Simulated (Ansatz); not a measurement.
This cell of InP (zinc blende) is off equilibrium:

```xyz
2
Lattice="0.0000 2.9799 3.0395 2.9799 0.0000 3.0395 2.9799 2.9799 0.0000" Properties=species:S:1:pos:R:3 pbc="T T T"
P      4.4698     4.4698     4.5592
In     0.0000     0.0000     0.0000
```

These are PBE (plane waves to 420 eV, PAW, scalar-relativistic; Ansatz, a first-principles code) values and carry that method's errors. k mesh 10×10×10 (Γ-centred), Fermi-Dirac smearing 0.05 eV. The energy includes the smearing's −TS. Compression counts positive. InP was relaxed with its symmetry unable to fall. The PAW data are Ansatz's earlier set.

**Question.** What is the stress tensor (GPa)?

**Answer.** 
```
  -0.85     0.00     0.00
   0.00    -0.85     0.00
   0.00     0.00    -1.70
```
The pressure, a third of the trace, is -1.13 GPa.

**Question.** It is the relaxed cell deformed to V/V₀ = 1.020, (c/a)/(c/a)₀ = 1.020, c along z, fractional positions held. What is its energy relative to the relaxed cell?

**Answer.** 2.8 meV/atom.

(Under strain, the slope of the energy per volume gives the stress and its curvature an elastic modulus.)
